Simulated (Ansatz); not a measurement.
GeSe in space group Pnma (No. 62; Ge on 4c, Se on 4c), PBE+D3(BJ) in the plane-wave PAW code Ansatz. The conduction-band minimum lies on the Γ–Z line, 14 % of the way from Γ, with 2 equivalent valleys. Second derivatives d²E/dk² of the lowest band at one valley (eV·Å²), along Cartesian directions:

| direction | d²E/dk² |
|---|---|
| [100] | 92.97 |
| [010] | 6.292 |
| [001] | 3.162 |
| [110] | 49.73 |
| [101] | 48.16 |
| [011] | 4.729 |

### Question
Find the principal effective masses, the density-of-states mass and the conductivity mass.

### Answer
Off-diagonal terms follow from H_xy = H[110] − (H_xx + H_yy)/2, and m*/mₑ = 7.620 eV·Å² over each eigenvalue: 0.082, 1.2, 2.4. One valley's DOS mass (m₁m₂m₃)^(1/3) = 0.62, conductivity mass 3/(Σ 1/mᵢ) = 0.22 mₑ.

### Question
What effective density of states Nc follows at 300 K for parabolic valleys?

### Answer
Nc = 2.509e19 × 2 × (0.62)^(3/2) ≈ 2.5e19 cm⁻³.

Symmetry was held in the PBE+D3(BJ) relaxation. Spin–orbit coupling is left out wherever it is not named.

Potentials: the later of the program's two PAW sets.

Edges and masses are those of Kohn–Sham bands, whose gap is no quasiparticle gap.
